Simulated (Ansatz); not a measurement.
Electric field gradients in BN

The cell is a Materials Project structure (computed, not necessarily an observed phase), ions relaxed with PBE at fixed cell.

```
B N
1.0
     2.50164    0.00000    0.00000
    -1.25082    2.16648    0.00000
     0.00000    0.00000    7.36932
B N
2 2
Direct
  0.66667 0.33333 0.75000
  0.33333 0.66667 0.25000
  0.00000 0.00000 0.75000
  0.00000 0.00000 0.25000
```

Sites (sets of like atoms) are named by element and the number of their first atom in this list.

Method: Kohn–Sham DFT in Ansatz, LDA, plane waves and PAW, scalar-relativistic, 420 eV cutoff, Γ-centred 14×14×4 k-points, Fermi–Dirac smearing 0.02 eV.

Conventions: |V_zz| ≥ |V_yy| ≥ |V_xx|, η = (V_xx − V_yy)/V_zz, C_Q = eQV_zz/h. Directions are in the Cartesian axes of the cell vectors above, for the atom listed; none is given where the gradient is under 0.02 or η is above 0.95.

```json
{"site": "B", "first atom": "1", "first shell": "3 N at 1.44 Å", "V_zz (10²¹ V/m²)": "2.82", "η": "0.00", "direction of V_zz (x, y, z)": "0.00 0.00 1.00"}
{"site": "N", "first atom": "3", "first shell": "3 B at 1.44 Å", "V_zz (10²¹ V/m²)": "0.16", "η": "0.00", "direction of V_zz (x, y, z)": "0.00 0.00 1.00"}
```

An axis of threefold or higher order runs through B and N, so V_zz lies along it and η is zero.

At this cell the principal stresses reach 5 GPa in size with LDA, which can matter for small gradients.

The run took 1.1 s of wall time (3 s of CPU time) and 0.39 GiB at its peak, on 4 threads of Intel Xeon Platinum 8375C CPU @ 2.90GHz (Ice Lake) (x86_64; 48 cores open to the job, memory cap 10.0 GiB, no GPU), a shared host with a load of 0.5 a core.
